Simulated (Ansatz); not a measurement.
Na₃Cl:
Space group P4/mmm (No. 123); a = 3.4986 Å, b = 3.4986 Å, c = 9.6503 Å, α = 90.00°, β = 90.00°, γ = 90.00°

```
atom  site  symmetry       x       y       z
----  ----  --------  ------  ------  ------
Na      1b     4/mmm  0.0000  0.0000  0.5000
Na      2h       4mm  0.5000  0.5000  0.1733
Cl      1a     4/mmm  0.0000  0.0000  0.0000
```

Relaxed with r²SCAN.

Question: Tabulate the valence density and the electron localisation function along the shortest Na–Na contact (3.35 Å), plane-wave PAW r²SCAN (Ansatz code).

Answer: 

```
distance from Na (Å)  density (e/Å³)   ELF
--------------------  --------------  ----
0.33                           11.74  0.47
0.50                            4.79  0.62
0.67                            1.08  0.59
0.84                            0.25  0.35
1.00                            0.08  0.07
1.17                            0.04  0.01
1.34                            0.02  0.01
1.51                            0.02  0.01
1.67                            0.02  0.01
1.84                            0.02  0.01
2.01                            0.02  0.01
2.17                            0.04  0.01
2.34                            0.08  0.07
2.51                            0.25  0.35
2.68                            1.08  0.59
2.84                            4.79  0.62
3.01                           11.74  0.47
```

The density is the valence pseudo-density with augmentation charge, so density and ELF within about 1 Å of a nucleus are not all-electron values.

The first step of the workflow began from a Materials Project structure, measured or hypothetical; the Crystallography Open Database copy checked does not list it. Whether it is the stable phase at ambient conditions was not checked. The r²SCAN relaxation kept the symmetry of its start; its stability against distortions is not shown here.

Potentials: the later of the program's two PAW sets.
